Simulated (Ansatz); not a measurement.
Values for one crystal, relaxed and computed with DFT-r²SCAN in the program Ansatz with PAW potentials; other levels are named.

- Volume per atom = 27.91 Å³
- Electronic character = metallic (no gap)
- Formation energy from the elements (no fitted shifts) = -0.32 eV/atom
- Density of states at the Fermi level = 0.26 states/eV per atom (mean over ±0.08 eV)

Q: Which of these materials gives this?
A) LaSiNi, I4_1md (La on 4a, Si on 4a, Ni on 4a)
B) TaNiGe, Pnma (Ta on 4c, Ni on 4c, Ge on 4c)
C) TaNiTe5, Cmcm (Pearson symbol oS28)
D) Nb4NiS8, P6_3/mmc (Pearson symbol hP26)

A: C, TaNiTe5, Cmcm (Pearson symbol oS28)

The first step of the workflow began from a Materials Project structure, measured or hypothetical; the Crystallography Open Database copy checked does not list it. Its standing as an ambient phase is unchecked. The r²SCAN relaxation kept the symmetry of its start; its stability against distortions is not shown here. No spin polarisation was allowed. A crystal of weakly bound layers computed without a dispersion correction: the cell and the soft elastic constants depend strongly on that. The references are the lowest solids computed at this level, not always the standard phases. Spin–orbit coupling is left out wherever it is not named.

Potentials: the later of the program's two PAW sets.
